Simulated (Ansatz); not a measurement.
Si₃Ge:
```cif
data_GeSi3
_chemical_formula_sum 'Si3 Ge1'
_space_group_name_H-M_alt 'P 1'
_space_group_IT_number 1
_cell_length_a 3.88128
_cell_length_b 3.88128
_cell_length_c 5.47841
_cell_angle_alpha 90.000
_cell_angle_beta 90.000
_cell_angle_gamma 90.000
loop_
_space_group_symop_operation_xyz
  'x, y, z'
loop_
_atom_site_label
_atom_site_type_symbol
_atom_site_fract_x
_atom_site_fract_y
_atom_site_fract_z
_atom_site_occupancy
Si1 Si 0.50000 0.00000 0.75517 1
Si2 Si 0.00000 0.00000 0.00000 1
Si3 Si 0.00000 0.50000 0.24483 1
Ge1 Ge 0.50000 0.50000 0.50000 1
```

Relaxed with PBEsol. PBEsol (plane waves, PAW; program Ansatz) gives a gap of 0.25 eV.

Task: What gap does HSE06 give on the same cell (Ansatz, PAW)?

Result: 0.92 eV, 0.67 eV more. The hybrid was solved on a coarser mesh and at special points; the gap given is the minimum over both.

| k | v1 PBEsol | c1 PBEsol | v1 HSE06 | c1 HSE06 |
|---|---|---|---|---|
| Γ | 0.00 | 0.52 | [?] | [?] |
| Z | -1.84 | 0.82 | [?] | [?] |
| M | -2.89 | 0.25 | -3.13 | 0.92 |
| A | -3.86 | 4.11 | [?] | [?] |
| R | -1.12 | 0.90 | [?] | [?] |
| X | -1.27 | 2.10 | -1.36 | 2.88 |

Task: Top valence (v1) and lowest conduction level (c1) in eV from each method's valence maximum (which need not be a listed point): supply the withheld HSE06 values.

Result: 
- R, v1 HSE06: -1.20
- R, c1 HSE06: 1.67
- Z, v1 HSE06: -1.97
- Z, c1 HSE06: 1.51
- A, v1 HSE06: -4.17
- A, c1 HSE06: 4.96
- Γ, v1 HSE06: 0.00
- Γ, c1 HSE06: 1.20

Cost on shared cores: the PBEsol run (SCF on a 7×7×5 mesh, then bands and DOS) around 30 core-seconds (rough), the HSE06 run (SCF on 5×5×4, then a few points) about 2.6 core-minutes (a rough figure); the tasks are unlike.

Space group P-4m2. The start of the workflow was typed in or built on a structure type; neither database checked (COD, Materials Project) lists it. Whether it is the stable phase at ambient conditions was not checked. The PBEsol relaxation kept the symmetry of its start; whether a distortion lowers the energy is not shown. Scalar-relativistic: spin–orbit coupling is off unless named, which matters more the heavier the elements.

Potentials: the later of the program's two PAW sets.
